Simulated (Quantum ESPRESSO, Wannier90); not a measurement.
InHO$_{2}$ (Pnnm), plane waves to Wannier functions

```
begin unit_cell_cart
ang
    4.5239300000    0.0000000000    0.0000000000
    0.0000000000    5.2805800000    0.0000000000
    0.0000000000    0.0000000000    3.2885100000
end unit_cell_cart
begin atoms_frac
In   0.5000000000  0.5000000000  0.5000000000
In   0.0000000000  0.0000000000  0.0000000000
H    0.5000000000  0.0000000000  0.5000000000
H    0.0000000000  0.5000000000  0.0000000000
O    0.2796600000 -0.1306300000  0.5000000000
O   -0.2796600000  0.1306300000  0.5000000000
O   -0.2203400000 -0.3693700000  0.0000000000
O    0.2203400000  0.3693700000  0.0000000000
end atoms_frac
```

Cell from Materials Project (mp-632711), symmetrised, no further relaxation. Not found in the COD (Crystallography Open Database) copy used, which has the formula in other groups; not checked further. Level: PBEsol, spinors with spin-orbit coupling; pw.x of Quantum ESPRESSO at 68 Ry with PseudoDojo potentials, 4×4×6 k-points, Wannier90. Density: 8×6×10 mesh, Gaussian smearing 0.01 Ry.

A tight-binding model is made by disentanglement and projection with no localisation steps (num_iter = 0), so the 52 orbitals stay atom-like: hydrogen-like In: s;p; H: s; O: s;p, axes along x, y, z; frozen window up to 3.48 eV relative to the valence-band maximum. It follows pw.x to 0.7 meV rms for states up to 3.0 eV relative to the valence-band maximum. Matrix elements depend on this choice of orbitals and windows. Bands 9–16 (In 4d 96 %), 17–28 (In 4d 95 %) lie between the kept ones and are excluded.

Task: What are the on-site energies relative to the valence-band maximum, and how fast do the hoppings decay?

Result: 
| atom | orbitals | energy (eV) |
|---|---|---|
| In1 | s↑ s↓ | 4.10 |
| In1 | pz↑ pz↓ | 10.83 |
| In1 | px↑ px↓ | 9.75 |
| In1 | py↑ py↓ | 10.30 |
| In2 | s↑ s↓ | 4.10 |
| In2 | pz↑ pz↓ | 10.83 |
| In2 | px↑ px↓ | 9.75 |
| In2 | py↑ py↓ | 10.30 |
| H3 | s↑ s↓ | 7.07 |
| H4 | s↑ s↓ | 7.07 |
| O5 | s↑ s↓ | -15.20 |
| O5 | pz↑ pz↓ | -1.10 |
| O5 | px↑ px↓ | -0.97 |
| O5 | py↑ py↓ | -1.05 |
| O6 | s↑ s↓ | -15.20 |
| O6 | pz↑ pz↓ | -1.10 |
| O6 | px↑ px↓ | -0.97 |
| O6 | py↑ py↓ | -1.05 |
| O7 | s↑ s↓ | -15.20 |
| O7 | pz↑ pz↓ | -1.10 |
| O7 | px↑ px↓ | -0.97 |
| O7 | py↑ py↓ | -1.05 |
| O8 | s↑ s↓ | -15.20 |
| O8 | pz↑ pz↓ | -1.10 |
| O8 | px↑ px↓ | -0.97 |
| O8 | py↑ py↓ | -1.05 |

```csv
distance of the centres (Å),largest modulus (eV)
1–2,5.6
2–3,1.9
3–4,1.0
4–5,0.14
5–6,0.065
6–7,0.038
7–8,0.0077
8–9,0.0060
```
